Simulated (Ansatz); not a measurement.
This cell of CsPbCl₃ (cubic perovskite) is off equilibrium:

```
CELL_PARAMETERS angstrom
      5.67354     0.00000     0.00000
      0.00000     5.67354     0.00000
      0.00000     0.00000     5.67354
ATOMIC_POSITIONS crystal
  Cs 0.07050 0.00000 0.92950
  Pb 0.50000 0.50000 0.50000
  Cl 0.00000 0.50000 0.50000
  Cl 0.50000 0.50000 0.00000
  Cl 0.50000 0.00000 0.50000
```

The numbers are results of r2SCAN (plane waves to 500 eV, PAW, scalar-relativistic; Ansatz, a program for electronic structure), not measurements. k mesh 5×5×5 (Γ-centred), Fermi-Dirac smearing 0.05 eV. E stands for the smeared free energy. Stress and pressure are positive under compression. CsPbCl3 was relaxed with its symmetry unable to fall. Spin-orbit coupling is left out, though Pb is heavy. The PAW data are Ansatz's earlier set. This is a high-temperature form of CsPbCl3.

### Question
Predict the force on every atom, in eV/Å.

### Answer
```csv
atom,Fx,Fy,Fz
Cs1,-0.167,0.000,0.167
Pb2,0.106,0.000,-0.106
Cl3,0.039,0.000,0.027
Cl4,-0.027,0.000,-0.039
Cl5,0.049,0.000,-0.049
```

### Question
What is the stress tensor (GPa)?

### Answer
```
   0.38     0.00    -0.35
   0.00     0.29     0.00
  -0.35     0.00     0.38
```
The pressure, a third of the trace, is 0.35 GPa.

### Question
In it atom 1 sits (0.400, 0.000, -0.400) Å away from its relaxed site. What is its energy relative to the relaxed cell?

### Answer
44.6 meV/cell.

(For displaced atoms, the force is minus the slope of the energy, and its curvature is a force constant, which sets phonon frequencies.)
